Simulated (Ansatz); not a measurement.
Space group Pm-3m (No. 221). a = 3.967 Å, b = 3.967 Å, c = 3.967 Å, α = 90.00°, β = 90.00°, γ = 90.00°
```json
{"atom": "Cr", "site": "3c", "symmetry": "4/mm.m", "x": "0.5000", "y": "0.0000", "z": "0.5000"}
{"atom": "Ga", "site": "1a", "symmetry": "m-3m", "x": "0.0000", "y": "0.0000", "z": "0.0000"}
{"atom": "N", "site": "1b", "symmetry": "m-3m", "x": "0.5000", "y": "0.5000", "z": "0.5000"}
```

Equation of state of this Cr$_{3}$GaN structure (not necessarily the ground state), with shape and atoms relaxed at each volume where symmetry leaves them free. It has no gap at any of these volumes. Level of theory: DFT r2SCAN, scalar-relativistic, plane waves, PAW in Ansatz 0.2.0.

Settings: cutoff 500 eV, Γ-centred mesh 10×10×10 on the computed 5-atom cell, Gaussian smearing of 0.10 eV; collinear spin.

| V (Å³/atom) | E − E(largest V) (meV/atom) | P (GPa) |
| --- | --- | --- |
| 11.736 | 2.35 | 1.09 |
| 12.111 | -1.57 | 1.45 |
| 12.485 | -3.01 | 0.01 |
| 12.860 | -2.01 | -0.59 |
| 13.234 | 0.00 | -1.81 |

Task: Fit a third-order Birch–Murnaghan equation to E(V).

Result: V0 = 12.51 Å³/atom, B0 = 28 GPa, B0' = 11.0. B0' is unusual or poorly fixed by this range.

The state reached may not be the lowest one. The program reads another magnetic order as possibly lower. Moments started parallel, and an antiferromagnetic order may lie lower.

Cost: 5 runs of about 6.3 core-minutes in all, on Intel Xeon Platinum 8488C (Sapphire Rapids) (shared hosts).